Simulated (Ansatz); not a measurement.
# Ca (I4/mmm): electronic heat capacity and spin susceptibility from the density of states

The calculation used DFT r2SCAN, scalar-relativistic, plane waves, PAW in Ansatz.

Cutoff 500 eV; k points 14×14×14 on the computed 1-atom cell (Γ-centred); Gaussian smearing, width 0.10 eV; no spin polarisation.

Relaxed cell: I4/mmm, a = 4.431 Å, b = 4.431 Å, c = 4.412 Å, α = 90.00°, β = 90.00°, γ = 90.00°, 1 atom in the primitive cell. This bcc form isn't the element's structure at ambient conditions.

The density of states at the Fermi level is 1.664 states/eV in the cell of 1 atom (1 formula unit; both spins, tetrahedra on a 21×21×21 mesh).

Q: What Sommerfeld coefficient and Pauli susceptibility does this give?

A: Per formula unit N(E_F) = 1.664 states/eV. γ = (π²/3) k_B² N(E_F) N_A = 2.357 mJ/(mol K²) per state/eV, so γ = 3.9 mJ/(mol K²), a mole of formula units. χ_P = μ_B² N(E_F) N_A = 3.23×10⁻⁵ emu/mol per state/eV gives 5.4×10⁻⁵ emu/mol. This is the bare band result: a measured γ of the same phase is as a rule larger by a factor 1 + λ from phonons and spin fluctuations, the spin part of χ is larger by the Stoner factor, and a measured χ also holds orbital and core terms. N(E_F) at one energy is sensitive to the mesh where the density of states has sharp peaks.

Cost: 1 run of about 0.9 core-minutes, on Arm Neoverse V1 (shared hosts).